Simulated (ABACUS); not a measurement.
A self-consistent single point of GeRh (Pnma, 8 atoms in the cell; from Materials Project mp-22239, changed as shown).

```xyz
8
Lattice="5.6677 0.0000 0.0000 0.0000 3.3581 0.0000 0.0000 0.0000 6.5834" Properties=species:S:1:pos:R:3 pbc="T T T"
Ge     4.5809     2.5186     2.8732
Ge     1.0867     0.8395     3.7102
Ge     3.9205     0.8395     6.1649
Ge     1.7471     2.5186     0.4185
Rh     5.6418     2.5186     5.2445
Rh     0.0258     0.8395     1.3389
Rh     2.8597     0.8395     1.9528
Rh     2.8080     2.5186     4.6306
```

Method: PBEsol, PseudoDojo 0.4 standard norm-conserving PBEsol (tails mended) pseudopotentials (plane waves; ABACUS 3.10.1).

ABACUS settings:

- KPT = Gamma 3 4 2 0 0 0
- basis_type = pw
- dft_functional = PBESOL
- ecutwfc = 88 Ry
- smearing_method = fd
- smearing_sigma = 0.00734986 Ry
- potentials = PseudoDojo 0.4 standard norm-conserving PBEsol (tails mended)
- symmetry = 1
- ks_solver = dav
- scf_nmax = 100
- scf_thr = 1.0e-09 Ry
- mixing_type = pulay

Results:

Number of valence electrons: 124
Number of bands: 75
Number of k-points after the program's reduction: 12
Number of plane waves (most at a k-point): 11810
Number of SCF iterations: 9
FFT grid: 64 × 40 × 75
Free energy E − TS: -22472.0815 eV
Fermi level (on the code's own zero): 16.75 eV
Pressure: -8.13 GPa
Largest force (vector length): 0.273 eV/Å

Forces (eV/Å):
```json
[
 {"atom": "Ge1", "Fx": "-0.138", "Fy": "0.000", "Fz": "-0.236"},
 {"atom": "Ge2", "Fx": "0.138", "Fy": "0.000", "Fz": "0.236"},
 {"atom": "Ge3", "Fx": "0.138", "Fy": "0.000", "Fz": "-0.236"},
 {"atom": "Ge4", "Fx": "-0.138", "Fy": "0.000", "Fz": "0.236"},
 {"atom": "Rh5", "Fx": "0.004", "Fy": "0.000", "Fz": "-0.038"},
 {"atom": "Rh6", "Fx": "-0.004", "Fy": "0.000", "Fz": "0.038"},
 {"atom": "Rh7", "Fx": "-0.004", "Fy": "0.000", "Fz": "-0.038"},
 {"atom": "Rh8", "Fx": "0.004", "Fy": "0.000", "Fz": "0.038"}
]
```

Stress (GPa, positive for compression):
```
 -7.13    0.00    0.00
  0.00   -5.92    0.00
  0.00    0.00  -11.35
```

For comparison: a first run was changed to give this one (lattice vector a scaled by 0.98), and from it to this one the free energy drops by 19.6 meV/atom, the pressure goes from -11.35 to -8.13 GPa and the largest force hardly changes (0.278 to 0.273 eV/Å).

The structure comes from a collection of computed structures, made at another level of theory; the collection holds predicted forms beside known ones. Its lattice was then scaled. No clean gap shows at this smearing width and mesh (spacing up to 0.48 Å⁻¹); the mesh is coarse for partly filled bands, so the values carry mesh errors.

Cost on one core: very roughly 5 core-minutes.

“Tails mended”: in these copies of the files the far tail of each local potential was reset to the Coulomb form.
